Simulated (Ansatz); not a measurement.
Input for Ansatz (plane-wave DFT, PAW):

```yaml
crystal:
  lattice:
    - [3.2455279707, 0.0, 0.0]
    - [-1.6227639854, 2.8107096713, 0.0]
    - [0.0, 0.0, 5.2852611824]
  atoms:
    - { symbol: Ga, position: [0.3333333333, 0.6666666667, -0.0008898958] }
    - { symbol: Ga, position: [0.6666666667, 0.3333333333, 0.4991101042] }
    - { symbol: "N", position: [0.3333333333, 0.6666666667, 0.3758898958] }
    - { symbol: "N", position: [0.6666666667, 0.3333333333, 0.8758898958] }
basis:
  ecutwfc: 500
kpoints:
  mp_grid: { grid: [12, 12, 6] }
hamiltonian:
  xc: r2scan
scf:
  occupations: { method: gaussian, width: 0.02 }
output:
  forces: true
  stress: true
  eigenvalues: true
relax:
  adjacent_minimum: "off"
  f_tol: 0.01
  max_steps: 30
  cell: { stress_tol: 0.1, fix: [volume] }
```

Launched with
```bash
ansatz run input.yaml --threads 1 --pin off --max-ram 2560MiB --backend cpu --events-out ev --progress --plain --runs-dir out
```

These are results of DFT r2SCAN, scalar-relativistic, plane waves, PAW in Ansatz 0.2.0, not measurements.

From the run's log, abridged (iterations and final results):

```
SCF iter   1: F=—  HF=-8352.631472 eV  |F-HF|=—  |Δ(HF+E_count)|=         —  Δρ=1.22e-2  dr2=2.62e-2  dr2_τ=1.58e-1  ethr=1.77e-3  ⟨swp⟩=5.7  Hψ=7106  notcnv=0
SCF iter   2: F=—  HF=-8352.684199 eV  |F-HF|=—  |Δ(HF+E_count)|=   5.27e-2  Δρ=5.63e-3  dr2=9.18e-3  dr2_τ=2.96e-4  ethr=7.28e-5  ⟨swp⟩=3.0  Hψ=4180  notcnv=0
SCF iter   3: F=—  HF=-8352.683747 eV  |F-HF|=—  |Δ(HF+E_count)|=   4.52e-4  Δρ=3.53e-3  dr2=2.53e-3  dr2_τ=8.78e-5  ethr=2.55e-5  ⟨swp⟩=3.0  Hψ=3204  notcnv=0
SCF iter   4: F=—  HF=-8352.683781 eV  |F-HF|=—  |Δ(HF+E_count)|=   3.36e-5  Δρ=2.74e-4  dr2=2.02e-5  dr2_τ=9.04e-6  ethr=7.03e-6  ⟨swp⟩=2.9  Hψ=2904  notcnv=0
SCF iter   5: F=—  HF=-8352.683806 eV  |F-HF|=—  |Δ(HF+E_count)|=   2.49e-5  Δρ=1.36e-4  dr2=4.51e-6  dr2_τ=5.34e-7  ethr=5.61e-8  ⟨swp⟩=2.0  Hψ=3029  notcnv=0
SCF iter   6: F=—  HF=-8352.683811 eV  |F-HF|=—  |Δ(HF+E_count)|=   5.16e-6  Δρ=4.46e-5  dr2=9.96e-7  dr2_τ=4.65e-8  ethr=1.25e-8  ⟨swp⟩=2.7  Hψ=3040  notcnv=0
SCF iter   7: F=—  HF=-8352.683811 eV  |F-HF|=—  |Δ(HF+E_count)|=   8.04e-8  Δρ=1.60e-5  dr2=1.22e-7  dr2_τ=8.65e-9  ethr=2.77e-9  ⟨swp⟩=2.1  Hψ=2792  notcnv=0
SCF iter   8: F=-8352.683811 eV  HF=-8352.683811 eV  |F-HF|=1.56e-8  |Δ(HF+E_count)|=   1.68e-8  Δρ=7.58e-6  dr2=2.74e-8  dr2_τ=5.24e-10  ethr=2.78e-10  ⟨swp⟩=4.0  Hψ=5144  notcnv=0
SCF 1 converged in 8 iterations: F = -8352.683811 eV  dr2 = 2.74e-8
relax step   1: F+E_penalty+E_count = -8352.68381067 eV  Δ(F+E_penalty+E_count) = +0.000e0 eV  max|allowed force component| = 8.901e-3 eV/Å  Δτ_max = 0.0000 Å  P = -10.105 GPa  Ω = 48.213 Å³  fix = [volume]  reactions: volume -10.105 GPa (8 SCF iters, dr2 threshold 1.00e-7 eV, accepted)
Initial density: handed on by an earlier stage of this run
Initial wavefunctions: pseudopotential atomic-orbital guess (no wavefunctions were taken with the density)
SCF iter   1: F=—  HF=-8352.683809 eV  |F-HF|=—  |Δ(HF+E_count)|=         —  Δρ=7.62e-6  dr2=2.74e-8  dr2_τ=5.28e-10  ethr=3.83e-8  ⟨swp⟩=3.0  Hψ=12038  notcnv=0
SCF iter   2: F=—  HF=-8352.683811 eV  |F-HF|=—  |Δ(HF+E_count)|=   1.34e-6  Δρ=3.10e-6  dr2=2.54e-9  dr2_τ=4.79e-10  ethr=7.62e-11  ⟨swp⟩=2.0  Hψ=2177  notcnv=0
SCF iter   3: F=—  HF=-8352.683811 eV  |F-HF|=—  |Δ(HF+E_count)|=  4.69e-10  Δρ=1.33e-6  dr2=4.64e-10  dr2_τ=2.98e-11  ethr=7.06e-12  ⟨swp⟩=1.1  Hψ=1760  notcnv=0
SCF iter   4: F=-8352.683811 eV  HF=-8352.683811 eV  |F-HF|=3.64e-12  |Δ(HF+E_count)|=  1.67e-10  Δρ=1.64e-7  dr2=8.11e-12  dr2_τ=8.19e-13  ethr=1.00e-12  ⟨swp⟩=4.0  Hψ=5963  notcnv=0
SCF 2 converged in 4 iterations: F = -8352.683811 eV  dr2 = 8.11e-12
SCF converged after 4 iterations
Free energy (F): -8352.683811 eV
Harris-Foulkes:  -8352.683811 eV  (|F-HF|=3.64e-12)
Internal energy: -8352.683811 eV  (E = F + TS)
E sigma→0 (E₀):  -8352.683811 eV
Fermi energy:    9.597860 eV
--- Per-component energies (eV) ---
  E_band       = -57.557042
  E_kinetic    = 489.499378
  E_local      = -3994.566701  (includes V_loc(G=0)·N_el)
  E_nonlocal   = 952.636526
  E_hartree    = 1834.896856
  E_xc         = -241.689873
  E_vxc        = -284.711067  (∫ρ·V_xc dr)
  E_paw        = -4275.056427  (= ΣΔE_a)
  E_vpaw       = -905.814697  (= ΣTr[D̂ρ^β])
  E_aug_tail   = -0.000052  (compensation charges beyond the density's cutoff)
  E_vtau       = 15.605802  (kinetic-family band-sum trace: ∫τ·v_τ [+ j·A + Jᵃ·Aᵃ] dr)
  E_ewald      = -3117.038249
  E_core_change = -1.365269  (= ΣΔE_core)
  E_smearing   =  0.000000  (= −TS)
--- Forces (eV/Å), atoms counted from 1 ---
  atom   1  Ga     0.00000000     0.00000000    -0.00889849
  atom   2  Ga     0.00000000     0.00000000    -0.00889849
  atom   3  N      0.00000000     0.00000000     0.00890461
  atom   4  N      0.00000000     0.00000000     0.00890461
--- Stress (GPa, compression-positive) ---
      -10.134352       0.000000       0.000000
        0.000000     -10.134352       0.000000
        0.000000       0.000000     -10.046081
  P = ⅓ Tr σ = -10.1049 GPa (-101.049 kbar)
--- Band table (eV; the first three rows and the last of 76) ---
  k-point 0: bands = ["-7.6991", "-6.8990", "-5.2352", "-5.2213", "-5.2213", "-5.1654", "-5.1654", "-4.9894", "-4.9894", "-4.9073", "-4.9073", "-3.7711", "1.8114", "7.6297", "7.6297", "8.5956", "8.6257", "8.6257", "10.5699", "13.0626", "18.2351", "18.8734"]
  k-point 1: bands = ["-7.6277", "-6.9276", "-5.2196", "-5.2196", "-5.2083", "-5.1710", "-5.1710", "-4.9820", "-4.9820", "-4.9110", "-4.9110", "-3.9977", "2.2565", "7.6932", "7.6932", "7.7700", "8.5559", "8.5559", "11.2804", "13.1153", "18.0337", "18.9073"]
  k-point 2: bands = ["-7.4394", "-7.0260", "-5.2132", "-5.2132", "-5.1850", "-5.1850", "-5.1052", "-4.9634", "-4.9634", "-4.9226", "-4.9226", "-4.4635", "3.3694", "6.3332", "7.8692", "7.8692", "8.3672", "8.3672", "12.3170", "13.1914", "17.6209", "18.0467"]
  k-point 75: bands = ["-6.7480", "-6.7480", "-5.1059", "-5.1059", "-5.0948", "-5.0948", "-4.9703", "-4.9703", "-4.9546", "-4.9546", "-3.3834", "-3.3834", "2.6346", "2.6346", "4.6251", "4.6251", "7.2101", "7.2101", "15.2771", "15.2771", "16.3387", "16.3387"]
--- Relaxed structure (1 steps of the walk, 1 accepted, 1 SCFs on fresh bases) ---
  F+E_penalty+E_count = -8352.68381069 eV   max|allowed force component| = 8.902e-3 eV/Å   (the final SCF, on the basis selected at the relaxed cell)
  cell:  # Å, volume = 48.2134 Å³
    - [3.24552797, 0.0, 0.0]
    - [-1.62276398, 2.81070967, 0.0]
    - [0.0, 0.0, 5.2852611824]
  atoms:
    - { symbol: Ga, position: [0.33333333, 0.66666666, -0.00088989] }
    - { symbol: Ga, position: [0.66666666, 0.33333333, 0.49911010] }
    - { symbol: N, position: [0.33333333, 0.66666666, 0.37588989] }
    - { symbol: N, position: [0.66666666, 0.33333333, 0.87588989] }
```

The relaxation met its thresholds.

The run took 15 s on 1 thread of Intel(R) Xeon(R) 6975P-C (Granite Rapids) (shared host), peak memory 0.55 GiB.